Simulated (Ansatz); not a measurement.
Values for one crystal, relaxed and computed with r²SCAN in the plane-wave PAW code Ansatz; other levels are named.

- Volume per atom = 12.23 Å³
- Electronic character = metallic (no gap)
- Bulk modulus (Birch–Murnaghan fit) = 155 GPa
- Density of states at the Fermi level = 0.11 states/eV per atom (mean over ±0.08 eV)
- Pressure derivative B′ = 3.7
- Formation energy from the elements (no fitted shifts) = -2.17 eV/atom

Problem. Pick the material that matches.
(A) BaFeO3, cubic perovskite
(B) Fe3Ge2, P-3m1 (Fe on 2d, Fe on 1b, Ge on 2d)
(C) SnO, P-6m2 (Sn on 1a, O on 1f)
(D) BaNi2P2, I4/mmm (Ba on 2a, Ni on 4d, P on 4e)

Solution. A, BaFeO3, cubic perovskite

Space group Pm-3m (cubic perovskite). The workflow started from an entry of the Crystallography Open Database (COD), which files this formula under 2 space groups. Whether it is the stable phase at ambient conditions was not checked. The cell was relaxed with r²SCAN under the symmetry of its start; whether a distortion lowers the energy is not shown. Magnetic state: ferromagnetic, chosen from 4 collinear starts compared on coarse meshes (ties went to the first, and starts can fall back to one state), not a proven ground state. Other orbital occupations within this spin state were not tried. No Hubbard U is applied. The compound may be a true metal, but semilocal functionals without U, or a wrong spin order, can also close a gap. The references are the lowest solids computed at this level, not always the standard phases (solids in place of the gases). Spin–orbit coupling is left out wherever it is not named.

Potentials: the later of the program's two PAW sets.
